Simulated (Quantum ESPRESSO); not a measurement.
# Si3O4FN: convergence and cost over cutoff and k mesh

Simulated, not a measurement. The program is pw.x of Quantum ESPRESSO 7.5 (plane-wave density functional theory). The cell is made up: 9 atoms on a quartz lattice, with randomly drawn elements, strain and displacements, not relaxed. PseudoDojo standard norm-conserving files (v0.5 for PBE, v0.4.1 for LDA and PBEsol) set the functional; there is no spin polarisation, spin-orbit coupling or dispersion term, and the masses in the input are unused placeholders.

Input of the run in row 2:

```
&control calculation='scf', pseudo_dir='./dojo.nc.sr.pbe.v0_5.standard.upf', outdir='./o', disk_io='low', tprnfor=.true., tstress=.true. /
&system ibrav=0, nat=9, ntyp=4, nbnd=30, ecutwfc=84.00895049, nosym=.true., tot_charge=0,
 occupations='smearing', smearing='fd', degauss=0.0018374661
/
&electrons conv_thr=7.350e-09, electron_maxstep=60, /
ATOMIC_SPECIES
F 1.0 F.upf
N 1.0 N.upf
O 1.0 O.upf
Si 1.0 Si.upf
CELL_PARAMETERS angstrom
4.9359 -0.0717 0.0241
-2.53 4.4515 -0.0379
0.0264 -0.0328 5.5482
ATOMIC_POSITIONS angstrom
Si 2.4315 -0.2394 3.6133
Si -1.2552 2.1233 1.7905
Si 1.1359 2.3586 -0.0241
O 1.3111 1.112 4.4008
O 3.2564 0.6472 2.577
F 2.7021 2.5647 0.6323
O 0.2585 1.7217 1.2921
N -1.0623 3.2441 3.0138
O 0.6151 3.6815 4.8447
K_POINTS automatic
5 5 4 1 1 1
```

The same cell was run at these settings. Meshes are shifted by half a step, and differences are from the last row, which is itself not exact.

```
cutoff (eV)     k mesh  k points solved  threshold (eV)  free energy less the last row's (eV)  pressure (GPa)  largest stress difference (GPa)  largest force difference (eV/Å)  iterations  wall time (s)  k-point pools              processor
        800  2 x 2 x 2                4           1e-04                                 0.904           -2.66                             8.65                            0.029           8              8              4  AMD EPYC, Zen 5 class
       1143  5 x 5 x 4               50           1e-07                                 0.002            5.85                             0.02                            0.001          12             52              4  AMD EPYC, Zen 5 class
       1437  7 x 7 x 6              147           1e-07                                 0.000            5.87                             0.00                            0.000          12            261              4  AMD EPYC, Zen 5 class
```

Each pool is one process. Wall times include start-up and a band step at six k points, which weighs most on the coarsest meshes. The runs were on shared virtual cores whose load varied, so times are rough.